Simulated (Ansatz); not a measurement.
**Sn₂TeS under compression: one row to predict**

The cell was found from a structure generator's guess, not taken from experiment.

These are results of DFT PBE, scalar-relativistic, plane waves, PAW in Ansatz, not measurements. Cutoff 420 eV, Γ-centred 12×12×4 mesh (8-atom cell), Gaussian smearing of 0.01 eV, no spin polarisation.

```cif
data_structure
_symmetry_space_group_name_H-M 'P 1'
_symmetry_Int_Tables_number 1
_cell_length_a 4.2677
_cell_length_b 4.2677
_cell_length_c 15.4982
_cell_angle_alpha 90.000
_cell_angle_beta 90.000
_cell_angle_gamma 120.000
_cell_volume 244.46
loop_
_atom_site_label
_atom_site_type_symbol
_atom_site_fract_x
_atom_site_fract_y
_atom_site_fract_z
_atom_site_occupancy
Sn1 Sn 0.33333 0.66667 0.61984 1
Sn2 Sn 0.66667 0.33333 0.11984 1
Sn3 Sn 0.66667 0.33333 0.35217 1
Sn4 Sn 0.33333 0.66667 0.85217 1
Te1 Te 0.00000 0.00000 0.00807 1
Te2 Te 0.00000 0.00000 0.50807 1
S1 S 0.33333 0.66667 0.26993 1
S2 S 0.66667 0.33333 0.76993 1
```

The cell was set to several volumes, with shape and atoms relaxed at each where symmetry leaves them free. Pressure is positive in compression, and energies count from the lowest row.

| row | V (Å³/atom) | P (GPa) | ΔE (meV/atom) | gap on mesh (eV) |
| --- | --- | --- | --- | --- |
| 1 | 26.890 | 5.00 | 49.1 | 0.00 |
| 2 | 27.807 | ? | ? | ? |
| 3 | 28.724 | 1.98 | 10.4 | 0.00 |
| 4 | 29.640 | 0.89 | 2.4 | 0.00 |
| 5 | 30.557 | -0.02 | 0.0 | 0.08 |
| 6 | 31.474 | -0.71 | 2.0 | 0.18 |
| 7 | 32.390 | -1.17 | 7.3 | 0.28 |
| 8 | 33.613 | -1.53 | 17.7 | 0.40 |

Task: Find B = −V·ΔP/ΔV from rows 4 and 6 and from rows 1 and 3, and from the two its slope B′ and its value B0 at zero pressure.

Result: Rows 4 and 6 give −(29.640 + 31.474)/2 × (-0.71 − (0.89))/(31.474 − 29.640) = 26.7 GPa at a mean pressure of 0.09 GPa. Rows 1 and 3 give −(26.890 + 28.724)/2 × (1.98 − (5.00))/(28.724 − 26.890) = 45.8 GPa at a mean pressure of 3.49 GPa. So B′ = (45.8 − 26.7)/(3.49 − (0.09)) = 5.62 and B0 = 26.7 − 5.62 × (0.09) = 26.2 GPa. A third-order Birch–Murnaghan fit to all the energies gives B0 = 24.7 GPa and B′ = 7.6.

Task: Estimate the pressure and energy of row 2.

Result: From row 5, V0 = 30.557 × (1 + (-0.02)/26.2) = 30.534 Å³/atom. Murnaghan's form P = (B0/B′)·[(V0/V)^B′ − 1] gives (26.2/5.62) × [(30.534/27.807)^5.62 − 1] = 3.22 GPa; the computed pressure is 3.33 GPa, so the estimate is off by -0.11 GPa. The work of compression from row 3, with the mean of the two pressures, gives ΔE = 10.4 + (3.22 + 1.98)/2 × (28.724 − 27.807)/160.2 × 1000 = 25.3 meV/atom (1 eV/Å³ = 160.2 GPa); the computed value is 25.5 meV/atom. It has no gap on its mesh.

Spin–orbit coupling, which can matter for Te, is left out. Kohn–Sham gaps at this level usually fall short of measured ones. The missing spin–orbit coupling can work the other way here. Small gaps are read on the mesh alone, and bands can cross between its points. All volumes keep the k mesh of the relaxed cell. This cell was reached by moving the atoms of another relaxed cell at random and relaxing again, last within the group found; it had no such test of its own.
